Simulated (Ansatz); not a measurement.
SnSe:
Space group Pnma (No. 62); a = 11.333 Å, b = 4.117 Å, c = 4.313 Å, α = β = γ = 90.00°

```
atom  site  symmetry       x       y       z
----  ----  --------  ------  ------  ------
Sn      4c       .m.  0.1177  0.7500  0.0942
Se      4c       .m.  0.1423  0.2500  0.5242
```

Relaxed at zero pressure with DFT-LDA in the program Ansatz with PAW potentials.

The volume is lowered by 3 % and shape and atoms relax at that volume. What pressure results, and how do the axes share the change?

1.4 GPa; a -1.0 %, b -0.5 %, c -1.6 %; the energy rises by 3 meV/atom.

Give the new structure.


Space group Pnma (No. 62); a = 11.222 Å, b = 4.097 Å, c = 4.245 Å, α = 90.00°, β = 90.00°, γ = 90.00°

```
atom  site  symmetry       x       y       z
----  ----  --------  ------  ------  ------
Sn      4c       .m.  0.1172  0.7500  0.0825
Se      4c       .m.  0.1412  0.2500  0.5224
```

The phase is kept; no other phase was compared at this pressure.

The LDA relaxation kept the symmetry of its start; of distortions, only those at the zone centre were tested. A crystal of weakly bound layers computed without a dispersion correction: the cell and the soft elastic constants depend strongly on that. Scalar-relativistic: spin–orbit coupling is off unless named, which matters more the heavier the elements.

Potentials: the earlier of the program's two PAW sets.
